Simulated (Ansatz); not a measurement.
CsPbCl$_{3}$:
```yaml
crystal:
  lattice:
    - [5.73342, 0.00000, 0.00000]
    - [0.00000, 5.73342, 0.00000]
    - [0.00000, 0.00000, 5.73342]
  atoms:
    - { symbol: Cs, position: [0.00000, 0.00000, 0.00000] }
    - { symbol: Pb, position: [0.50000, 0.50000, 0.50000] }
    - { symbol: Cl, position: [0.00000, 0.50000, 0.50000] }
    - { symbol: Cl, position: [0.50000, 0.00000, 0.50000] }
    - { symbol: Cl, position: [0.50000, 0.50000, 0.00000] }
```

Relaxed with PBE. Special points in fractions of this cell's reciprocal vectors: Γ (0.000, 0.000, 0.000); X (0.000, 0.500, 0.000); M (0.500, 0.500, 0.000); R (0.500, 0.500, 0.500).

**Question.** List the band energies nearest the valence-band maximum at these points for DFT-PBE with spin–orbit coupling in the program Ansatz with PAW potentials.

**Answer.** In eV from the valence-band maximum; about four levels below and three above (degenerate sets whole), none deeper than 8.9 eV; points with the same levels are listed once.

```
k                              below                          above
-  ---------------------------------  -----------------------------
Γ            -2.04 -2.04 -2.04 -2.04            3.64 3.64 4.67 4.67
X            -2.14 -2.14 -1.45 -1.45            2.72 2.72 4.80 4.80
M            -1.80 -1.80 -0.70 -0.70            1.82 1.82 3.19 3.19
R  -1.77 -1.77 -1.77 -1.77 0.00 0.00  0.97 0.97 2.63 2.63 2.63 2.63
```

Space group Pm-3m (cubic perovskite). This is a known high-temperature phase of the composition, computed here at zero pressure and temperature. The cell was relaxed with PBE under the symmetry of its start; phonons on a q-mesh show weakly imaginary modes.

Potentials: the later of the program's two PAW sets.
